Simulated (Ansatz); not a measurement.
Below is a relaxed structure of MgFeC4N4. The cell was found from a structure generator's guess, not taken from experiment.

Theory: Ansatz 0.2.0, DFT PBE, scalar-relativistic, plane waves, PAW. Cutoff 420 eV, Γ-centred mesh, Gaussian smearing, collinear spin.

```
Mg Fe C N
1.0
     6.13361    0.00000    0.00000
     0.00000    6.13361    0.00000
     0.00000    0.00000    6.13361
Mg Fe C N
1 1 4 4
Direct
  0.00000 0.00000 0.00000
  0.50000 0.50000 0.50000
  0.20538 0.20538 0.20538
  0.20538 0.79462 0.79462
  0.79462 0.20538 0.79462
  0.79462 0.79462 0.20538
  0.31537 0.31537 0.31537
  0.31537 0.68463 0.68463
  0.68463 0.31537 0.68463
  0.68463 0.68463 0.31537
```

The zero of energy is the elements' standard structures at the same level (N₂ as a molecule); no fitted shifts are applied.

Task: Find its symmetry and describe it.

Result: P-43m (No. 215). Conventional cell: a = 6.134 Å. Around Mg lie 4 C at 2.18 Å; around Fe lie 4 N at 1.96 Å; around C lie 1 N at 1.17 Å and 1 Mg at 2.18 Å; N has 1 C at 1.17 Å and 1 Fe at 1.96 Å.

Task: What is its formation energy per atom?

Result: +0.25 eV/atom. A positive value: parting into the elements would lower its energy.

Task: Is it a metal?

Result: Yes, bands cross the Fermi level on the 6×6×6 mesh.

Task: Which magnetic moments does it keep?

Result: 0.40 μB per atom net, the space between the atoms included; by site: Fe 3.1 μB.

Task: From what recipe could a structure generator have reached it?

Result: One such recipe: two interpenetrating cyanide-bridged diamond nets (P-43m, No. 215). Other recipes can lead to the same cell.

The last run used collinear spin, a 6×6×6 mesh for its 10-atom cell and Gaussian smearing of 0.10 eV. In such compounds of Fe a zero gap at this level may well be an artefact, since no Hubbard U is applied. The reference form of C is held partly by dispersion forces, which this level lacks. The magnetic state reached may not be the lowest. Symmetry constrained the relaxation, so the result can be a saddle point.
